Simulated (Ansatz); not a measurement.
Given:

Generalised stacking fault of KCl (rock salt) on the {110} plane. The cell below holds the perfect crystal with the plane normal along z; tilting its third vector by the shift puts one fault into each cell, between planes 2.26 Å apart, at fixed cell height.

```xyz
6
Lattice="4.5122 0.0000 0.0000 0.0000 6.3812 0.0000 2.2561 3.1906 6.7683" Properties=species:S:1:pos:R:3 pbc="T T T"
Cl     1.8801     2.6588     5.6402
Cl     1.8801     2.6588     1.1280
Cl     4.1362     5.8494     3.3841
K      1.8801     5.8494     5.6402
K      1.8801     5.8494     1.1280
K      4.1362     2.6588     3.3841
```

In-plane vectors a = (4.512, 0.000) Å, b = (0.000, 6.381) Å, area 28.79 Å². The shift is s times the vector b (length 6.381 Å), so s = 1 restores the start. Atoms relax along the normal only. γ = [E(shift) − E(0)] / area.

All values below come from PBE (plane waves to 420 eV, PAW, scalar-relativistic; Ansatz, an electronic-structure program). k mesh 7×7×7 (Γ-centred), Fermi-Dirac smearing 0.05 eV. E is the zero-smearing estimate. Faults lie only 6.8 Å apart, and holding the cell height raises γ above its relaxed value. KCl was relaxed with its symmetry unable to fall. γ is measured from zero shift.

The scan covers s from 0.000 to 0.917 in 12 points.

Task: At which s is γ highest?

Result: s = 0.500.

Task: Does γ have a local minimum between the ends of the line, and at which s?

Result: No computed point is one.

Task: What is the highest γ among twelve even steps of s?

Result: 958 mJ/m².

(The slope of γ gives the shear force per area between the displaced halves; near zero shift its curvature is an elastic stiffness.)
